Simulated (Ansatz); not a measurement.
Clean, relaxed (100) surface of Ag, space group Fm-3m (No. 225) (top face towards +c; atoms held fixed, by place in the list: 1, 2):

```
Ag
1.0
     2.86690    0.00000    0.00000
     0.00000    2.86690    0.00000
     0.00000    0.00000   23.08162
Ag
4
Direct
  0.50000 0.50000 0.36826
  0.00000 0.00000 0.45609
  0.50000 0.50000 0.54421
  0.00000 0.00000 0.63017
```

Method: DFT PBEsol, scalar-relativistic, plane waves, PAW in Ansatz. Plane waves to 420 eV, a k mesh through Γ of 10×10×1 on the computed 4-atom cell and Gaussian smearing (0.10 eV); no spin polarisation. The cell repeats along c with a dipole correction in the vacuum.

The adsorption energy is E(slab + adsorbate) − E(slab) − E(free adsorbate, spin-polarised where open-shell). With the adsorbate the cell is lengthened along c to keep the vacuum.

Q: C (atom) is put at the hollow (over Ag) at (0.50, 0.50) site, one adsorbate per 8.2 Å². What structure does it relax to?

A: E_ads = -3.96 eV. Contacts: C–Ag 2.08 Å, C–Ag 2.66 Å.

```
CELL_PARAMETERS angstrom
2.86690 0.00000 0.00000
0.00000 2.86690 0.00000
0.00000 0.00000 25.08162
ATOMIC_POSITIONS crystal
Ag 0.50000 0.50000 0.33889
Ag 0.00000 0.00000 0.41972
Ag 0.50000 0.50000 0.50090
Ag 0.00000 0.00000 0.58833
C 0.50000 0.50000 0.60689
```

Each end is the local minimum or symmetric point that its start leads to. The slab is only 6.1 Å thick, so the energies aren't converged with thickness.

For at least one of the starts the bottom face's work function also shifts by over 0.1 eV: the slab is too thin to screen the adsorbate, so the work functions aren't converged with thickness.

The adsorbed runs have no spin polarisation, so weakly bound open-shell ends lie too high.

Cost: 4 runs of about 7.7 core-minutes in all, on Arm Neoverse V1 (shared hosts).